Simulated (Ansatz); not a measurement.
The numbers come from plane-wave PAW DFT (Ansatz): r2SCAN, no spin polarisation, 500 eV, 5×4×8 Γ-centred k points, gaussian occupations (width 0.2429 eV). Nothing was relaxed.

Computed maps in the lattice plane spanned by a (left to right, 7.48 Å, 23 points from zero) and b (bottom to top, 8.84 Å, 26 points from zero), 90° apart, at height 0.250 along c. The fields are smooth PAW ones with compensation charges, not the true ones near nuclei.

Valence density. Digits on a logarithmic scale: 0 up to 0.03 e/Å³, each further digit a factor of 1.6, 9 from 1.3 e/Å³ up:
```
67665554321245676532346
99875432100023444322468
99985321000001111113589
44986310000111100013689
99985300012343310013579
99864200135666532002468
66642101357899753100245
44321001468989964100023
11110002479808974200001
01111112469999974210000
12344322357898764322100
35676643235676655543211
57899864223445568975323
68989975211124689997534
69907985200023699998534
68999975200013589997534
46899863100012467875423
34666542000001345543211
12344331000001233332100
01233332100013444321000
01234554321235666531000
02357886432357898752000
12479999643579999863100
12479999643579809964100
23479999643579989863111
44567986432467998753223
```

ELF. Ten even steps from '0' (0.00) to '9' (0.90):
```
88752221100168888620158
99984110000013554100589
77997200000000000002799
33898300000000000003898
77998400003566410003799
99997200147899861001689
99984000479999985000268
66520001689868996100014
00000001699626996100000
00000000599868985100000
02455300279999973110000
37888740037888632221100
79999983002444222222101
89967996100011220012213
99824997200002210702213
89978997200002220013313
79999995000001233233312
36899862000000233334300
01343210000000011222000
00011222100002343200000
00123334410157898740000
00223233321489999973000
01221002321699879985000
01220301321799527995000
01221001211699868983000
44322222210489999861013
```

Task: The cell is GaCl$_{2}$. Which atoms lie within 0.2 Å of this plane, and where (fractions of a and b)?

Result: Cl at (0.02, 0.84), Cl at (0.52, 0.66), Cl at (0.64, 0.07), Cl at (0.14, 0.42), Ga at (0.23, 0.07), Ga at (0.73, 0.43). The whole cell:
```yaml
crystal:
  lattice:
    - [7.47864, 0.00000, 0.00000]
    - [0.00000, 8.83560, 0.00000]
    - [0.00000, 0.00000, 4.25130]
  atoms:
    - { symbol: Cl, position: [0.02200, 0.84500, 0.25000] }
    - { symbol: Cl, position: [0.97800, 0.15500, 0.75000] }
    - { symbol: Cl, position: [0.52200, 0.65500, 0.25000] }
    - { symbol: Cl, position: [0.47800, 0.34500, 0.75000] }
    - { symbol: Cl, position: [0.64400, 0.07500, 0.25000] }
    - { symbol: Cl, position: [0.35600, 0.92500, 0.75000] }
    - { symbol: Cl, position: [0.14400, 0.42500, 0.25000] }
    - { symbol: Cl, position: [0.85600, 0.57500, 0.75000] }
    - { symbol: Ga, position: [0.23100, 0.07400, 0.25000] }
    - { symbol: Ga, position: [0.76900, 0.92600, 0.75000] }
    - { symbol: Ga, position: [0.73100, 0.42600, 0.25000] }
    - { symbol: Ga, position: [0.26900, 0.57400, 0.75000] }
```

Origin: a known structure type with other elements, at an estimated volume, so it need not be a known compound. Caveats: many states at the Fermi level without spin polarisation, so a magnetic state may lie lower; wide smearing.
